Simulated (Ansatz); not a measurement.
In plane-wave PAW PBE (Ansatz code), Re in the hexagonal phase (P-6m2; Pearson symbol hP8) relaxes to a = 2.776 Å, c = 17.925 Å. Re on 2g has 12 nearest neighbours from 2.75 Å (cuboctahedral); Re on 2h has 12 nearest neighbours from 2.75 Å (anticuboctahedral); Re on 2g has 12 nearest neighbours from 2.76 Å (anticuboctahedral); Re on 1c has 12 nearest neighbours from 2.76 Å (anticuboctahedral).

Electronic character: metallic (no gap). Gap from PBE with spin–orbit coupling: none (metallic).

The bulk modulus is 364 GPa.

The start of the workflow was typed in or built on a structure type; neither database checked (COD, Materials Project) lists it. It is not the phase usual at ambient conditions (space group No. 194). Symmetry was held in the PBE relaxation; its stability against distortions is not shown here. No spin polarisation was allowed. Axis ratios of metals converge slowly with the k-mesh, so a and c are less sure than the volume. Spin–orbit coupling is left out wherever it is not named.

Potentials: the earlier of the program's two PAW sets.
